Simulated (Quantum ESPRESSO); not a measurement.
Mo4S6Se2, finding a planted mistake in a log

Computed values, not a measurement. The program is pw.x of Quantum ESPRESSO 7.5 (plane-wave density functional theory). The cell is made up: 12 atoms on a layered 2H lattice, with randomly drawn elements, strain and displacements, not relaxed. PseudoDojo standard norm-conserving files (v0.5 for PBE, v0.4.1 for LDA and PBEsol) set the functional; there is no spin polarisation, spin-orbit coupling or dispersion term, and the masses in the input are unused placeholders.

Intended input:

```
&control calculation='scf', pseudo_dir='./dojo.nc.sr.pbe.v0_5.standard.upf', outdir='./o', disk_io='medium', tprnfor=.true., tstress=.true. /
&system ibrav=0, nat=12, ntyp=3, nbnd=68, ecutwfc=85.99341389, nosym=.true., tot_charge=0,
 occupations='smearing', smearing='fd', degauss=0.0018374661
/
&electrons conv_thr=7.350e-09, electron_maxstep=60, /
ATOMIC_SPECIES
Mo 1.0 Mo.upf
S 1.0 S.upf
Se 1.0 Se.upf
CELL_PARAMETERS angstrom
3.2281 -0.049 -0.0012
-0.0848 5.592 -0.0565
-0.0046 -0.1297 12.7686
ATOMIC_POSITIONS angstrom
Mo -0.0383 1.8023 3.1546
Mo 1.7487 0.8923 9.4737
Mo 1.5326 4.6179 3.1302
Mo 0.0362 3.6646 9.512
S -0.0646 1.7938 7.9572
S -0.0007 1.8058 11.0971
Se 1.4779 0.9441 1.6038
S 1.6672 0.7652 4.8849
S 1.4083 4.5956 7.9021
Se 1.5195 4.4803 11.021
S 0.0578 3.7298 1.6848
S -0.1003 3.5997 4.6835
K_POINTS automatic
7 4 2 1 1 1
```

The log is shortened where brackets say so; the opening notice, blank lines, dates and the lines on written files are dropped, and the path of the files is cut. It prints rydbergs, bohrs and kilobars, and counts compression as positive stress.

Log of the intended run:

```
     Program PWSCF v.7.5
     Parallel version (MPI & OpenMP), running on       1 processor cores
     Number of MPI processes:                 1
     Threads/MPI process:                     1
     [start-up lines left out]
     bravais-lattice index     =            0
     lattice parameter (alat)  =       6.1009  a.u.
     unit-cell volume          =    1554.9247 (a.u.)^3
     number of atoms/cell      =           12
     number of atomic types    =            3
     number of electrons       =       124.00
     number of Kohn-Sham states=           68
     kinetic-energy cutoff     =      85.9934  Ry
     charge density cutoff     =     343.9737  Ry
     scf convergence threshold =      7.3E-09
     mixing beta               =       0.7000
     number of iterations used =            8  plain     mixing
     Exchange-correlation= PBE
                           (   1   4   3   4   0   0   0)
     [axes and pseudopotential details left out]
   Cartesian axes
     site n.     atom                  positions (alat units)
         1        Mo     tau(   1) = (  -0.0118632   0.5582517   0.9771186  )
         2        Mo     tau(   2) = (   0.5416494   0.2763846   2.9344221  )
         3        Mo     tau(   3) = (   0.4747137   1.4303670   0.9695608  )
         4        Mo     tau(   4) = (   0.0112127   1.1350880   2.9462853  )
         5        S      tau(   5) = (  -0.0200095   0.5556189   2.4646953  )
         6        S      tau(   6) = (  -0.0002168   0.5593358   3.4372606  )
         7        Se     tau(   7) = (   0.4577707   0.2924294   0.4967675  )
         8        S      tau(   8) = (   0.5164053   0.2370161   1.5130687  )
         9        S      tau(   9) = (   0.4362125   1.4234597   2.4476284  )
        10        Se     tau(  10) = (   0.4706561   1.3877462   3.4136891  )
        11        S      tau(  11) = (   0.0179032   1.1552833   0.5218568  )
        12        S      tau(  12) = (  -0.0310673   1.1149856   1.4506862  )
     number of k points=    28  Fermi-Dirac smearing, width (Ry)=  0.0018
                       cart. coord. in units 2pi/alat
        k(    1) = (   0.0725826   0.0739144   0.0639881), wk =   0.0714286
        k(    2) = (   0.0725161   0.0726359  -0.0624472), wk =   0.0714286
     [further k points left out]
     Dense  grid:   167495 G-vectors     FFT dimensions: (  40,  64, 144)
     Estimated max dynamical RAM per process >     288.36 MB
     Initial potential from superposition of free atoms
     starting charge     123.9939, renormalised to     124.0000
     Starting wfcs are   82 randomized atomic wfcs
     total cpu time spent up to now is       32.9 secs
     per-process dynamical memory:   170.6 Mb
     Self-consistent Calculation
     iteration #  1     ecut=    85.99 Ry     beta= 0.70
     Davidson diagonalization with overlap
     ethr =  1.00E-02,  avg # of iterations =  2.0
     total cpu time spent up to now is      120.3 secs
     total energy              =   -1178.76751304 Ry
     estimated scf accuracy    <       1.72061938 Ry
     iteration #  2     ecut=    85.99 Ry     beta= 0.70
     Davidson diagonalization with overlap
     ethr =  1.39E-03,  avg # of iterations =  7.1
     total cpu time spent up to now is      245.6 secs
     total energy              =   -1176.42836168 Ry
     estimated scf accuracy    <      26.61897429 Ry
     [iterations 3 to 18 left out]
     iteration # 19     ecut=    85.99 Ry     beta= 0.70
     Davidson diagonalization with overlap
     ethr =  3.67E-11,  avg # of iterations =  4.4
     total cpu time spent up to now is     1432.7 secs
     total energy              =   -1179.80090881 Ry
     estimated scf accuracy    <       0.00000002 Ry
     iteration # 20     ecut=    85.99 Ry     beta= 0.70
     Davidson diagonalization with overlap
     ethr =  1.57E-11,  avg # of iterations =  3.0
     total cpu time spent up to now is     1498.7 secs
     End of self-consistent calculation
     [lines on levels left out]
!    total energy              =   -1179.80090882 Ry
     estimated scf accuracy    <          1.4E-09 Ry
     smearing contrib. (-TS)   =      -0.00000000 Ry
     internal energy E=F+TS    =   -1179.80090882 Ry
     The total energy is F=E-TS. E is the sum of the following terms:
     one-electron contribution =    -747.95454233 Ry
     hartree contribution      =     419.11836552 Ry
     xc contribution           =    -217.35273575 Ry
     ewald contribution        =    -633.61199626 Ry
     convergence has been achieved in  20 iterations
     Forces acting on atoms (cartesian axes, Ry/au):
     atom    1 type  1   force =    -0.02895920    0.02697378    0.14696440
     atom    2 type  1   force =    -0.12962504   -0.02886750    0.04311279
     atom    3 type  1   force =     0.05354012   -0.02400110    0.10389382
     atom    4 type  1   force =    -0.13851016   -0.06745798   -0.12240380
     atom    5 type  2   force =     0.07494413    0.02011807   -0.03072527
     atom    6 type  2   force =     0.03714602   -0.00373126   -0.01642088
     atom    7 type  3   force =     0.05311851   -0.04081456   -0.11217134
     atom    8 type  2   force =    -0.01896416    0.02840170   -0.07006370
     atom    9 type  2   force =     0.07238705    0.00133854   -0.00397066
     atom   10 type  3   force =     0.08347168    0.07779853    0.13147901
     atom   11 type  2   force =    -0.06865345   -0.02802922   -0.06788412
     atom   12 type  2   force =     0.01010450    0.03827100   -0.00181027
     Total force =     0.417887     Total SCF correction =     0.000163
     Computing stress (Cartesian axis) and pressure
          total   stress  (Ry/bohr**3)                   (kbar)     P=       48.86
   0.00030661   0.00025657  -0.00004739           45.10       37.74       -6.97
   0.00025657   0.00013367   0.00035771           37.74       19.66       52.62
  -0.00004739   0.00035771   0.00055614           -6.97       52.62       81.81
     init_run     :     31.20s CPU     32.71s WALL (       1 calls)
     electrons    :   1440.05s CPU   1465.86s WALL (       1 calls)
     forces       :     10.65s CPU     10.78s WALL (       1 calls)
     stress       :     43.96s CPU     45.35s WALL (       1 calls)
     [timing details left out]
     PWSCF        :  25m26.19s CPU  25m55.58s WALL
     JOB DONE.
```

A second run was made from an input with one planted mistake. Its log:

```
     Program PWSCF v.7.5
     Parallel version (MPI & OpenMP), running on       1 processor cores
     Number of MPI processes:                 1
     Threads/MPI process:                     1
     [start-up lines left out]
     bravais-lattice index     =            0
     lattice parameter (alat)  =       6.1009  a.u.
     unit-cell volume          =    1554.9247 (a.u.)^3
     number of atoms/cell      =           12
     number of atomic types    =            3
     number of electrons       =       124.00
     number of Kohn-Sham states=           68
     kinetic-energy cutoff     =      46.0102  Ry
     charge density cutoff     =     184.0406  Ry
     scf convergence threshold =      7.3E-09
     mixing beta               =       0.7000
     number of iterations used =            8  plain     mixing
     Exchange-correlation= PBE
                           (   1   4   3   4   0   0   0)
     [axes and pseudopotential details left out]
   Cartesian axes
     site n.     atom                  positions (alat units)
         1        Mo     tau(   1) = (  -0.0118632   0.5582517   0.9771186  )
         2        Mo     tau(   2) = (   0.5416494   0.2763846   2.9344221  )
         3        Mo     tau(   3) = (   0.4747137   1.4303670   0.9695608  )
         4        Mo     tau(   4) = (   0.0112127   1.1350880   2.9462853  )
         5        S      tau(   5) = (  -0.0200095   0.5556189   2.4646953  )
         6        S      tau(   6) = (  -0.0002168   0.5593358   3.4372606  )
         7        Se     tau(   7) = (   0.4577707   0.2924294   0.4967675  )
         8        S      tau(   8) = (   0.5164053   0.2370161   1.5130687  )
         9        S      tau(   9) = (   0.4362125   1.4234597   2.4476284  )
        10        Se     tau(  10) = (   0.4706561   1.3877462   3.4136891  )
        11        S      tau(  11) = (   0.0179032   1.1552833   0.5218568  )
        12        S      tau(  12) = (  -0.0310673   1.1149856   1.4506862  )
     number of k points=    28  Fermi-Dirac smearing, width (Ry)=  0.0018
                       cart. coord. in units 2pi/alat
        k(    1) = (   0.0725826   0.0739144   0.0639881), wk =   0.0714286
        k(    2) = (   0.0725161   0.0726359  -0.0624472), wk =   0.0714286
     [further k points left out]
     Dense  grid:    65517 G-vectors     FFT dimensions: (  27,  45, 108)
     Estimated max dynamical RAM per process >     114.12 MB
     Initial potential from superposition of free atoms
     starting charge     123.9939, renormalised to     124.0000
     Starting wfcs are   82 randomized atomic wfcs
     total cpu time spent up to now is       11.5 secs
     per-process dynamical memory:    70.9 Mb
     Self-consistent Calculation
     iteration #  1     ecut=    46.01 Ry     beta= 0.70
     Davidson diagonalization with overlap
     ethr =  1.00E-02,  avg # of iterations =  2.0
     total cpu time spent up to now is       35.6 secs
     total energy              =   -1174.96253644 Ry
     estimated scf accuracy    <       2.10478922 Ry
     iteration #  2     ecut=    46.01 Ry     beta= 0.70
     Davidson diagonalization with overlap
     ethr =  1.70E-03,  avg # of iterations =  6.9
     total cpu time spent up to now is       71.9 secs
     total energy              =   -1172.38646453 Ry
     estimated scf accuracy    <      27.26961431 Ry
     [iterations 3 to 17 left out]
     iteration # 18     ecut=    46.01 Ry     beta= 0.70
     Davidson diagonalization with overlap
     ethr =  3.38E-11,  avg # of iterations =  5.4
     total cpu time spent up to now is      524.8 secs
     total energy              =   -1176.01445210 Ry
     estimated scf accuracy    <       0.00000003 Ry
     iteration # 19     ecut=    46.01 Ry     beta= 0.70
     Davidson diagonalization with overlap
     ethr =  2.44E-11,  avg # of iterations =  2.0
     total cpu time spent up to now is      555.8 secs
     End of self-consistent calculation
     [lines on levels left out]
!    total energy              =   -1176.01445210 Ry
     estimated scf accuracy    <          5.5E-09 Ry
     smearing contrib. (-TS)   =      -0.00000000 Ry
     internal energy E=F+TS    =   -1176.01445210 Ry
     The total energy is F=E-TS. E is the sum of the following terms:
     one-electron contribution =    -740.78890375 Ry
     hartree contribution      =     414.33858256 Ry
     xc contribution           =    -215.95213464 Ry
     ewald contribution        =    -633.61199627 Ry
     convergence has been achieved in  19 iterations
     Forces acting on atoms (cartesian axes, Ry/au):
     atom    1 type  1   force =    -0.02952771    0.02890983    0.14941264
     atom    2 type  1   force =    -0.12925930   -0.02898106    0.04378876
     atom    3 type  1   force =     0.05354791   -0.02494046    0.10406614
     atom    4 type  1   force =    -0.13876248   -0.06863850   -0.12372791
     atom    5 type  2   force =     0.07457471    0.02084198   -0.03060018
     atom    6 type  2   force =     0.03684966   -0.00358167   -0.01667591
     atom    7 type  3   force =     0.05364716   -0.04126084   -0.11564385
     atom    8 type  2   force =    -0.01902655    0.02892144   -0.07048239
     atom    9 type  2   force =     0.07219910    0.00070690   -0.00360052
     atom   10 type  3   force =     0.08476547    0.07874628    0.13298178
     atom   11 type  2   force =    -0.06903340   -0.02842006   -0.06761392
     atom   12 type  2   force =     0.01002543    0.03769616   -0.00190465
     Total force =     0.421615     Total SCF correction =     0.000243
     Computing stress (Cartesian axis) and pressure
          total   stress  (Ry/bohr**3)                   (kbar)     P=    -1760.10
  -0.01196890   0.00026073  -0.00004276        -1760.69       38.35       -6.29
   0.00026073  -0.01218344   0.00036659           38.35    -1792.25       53.93
  -0.00004276   0.00036659  -0.01174245           -6.29       53.93    -1727.37
     init_run     :     10.93s CPU     11.41s WALL (       1 calls)
     electrons    :    525.52s CPU    544.27s WALL (       1 calls)
     forces       :      7.00s CPU      7.09s WALL (       1 calls)
     stress       :     21.36s CPU     21.43s WALL (       1 calls)
     [timing details left out]
     PWSCF        :   9m25.10s CPU   9m44.76s WALL
     JOB DONE.
```

Question: what was wrong in the second input?

Answer: the plane-wave cutoff is too low. The input lines that differ, file-writing options aside:

```
- &system ibrav=0, nat=12, ntyp=3, nbnd=68, ecutwfc=85.99341389, nosym=.true., tot_charge=0,
+ &system ibrav=0, nat=12, ntyp=3, nbnd=68, ecutwfc=46.01015136, nosym=.true., tot_charge=0,
```

|  | intended run | run with the mistake |
| --- | --- | --- |
| free energy (eV) | -16052.009 | -16000.492 |
| smearing term -TS (eV) | 0.0000 | 0.0000 |
| pressure (GPa) | 4.89 | -176.01 |
| largest force component (eV/Å) | 3.779 | 3.842 |
| largest change of a force component (eV/Å) |  | 0.089 |
| iterations | 20 | 19 |

For scale, a rerun of the intended cell at 1467 eV and a 9 x 6 x 4 mesh moved values by no more than 0.002 eV in energy, 0.02 GPa in stress and 0.002 eV/Å in force.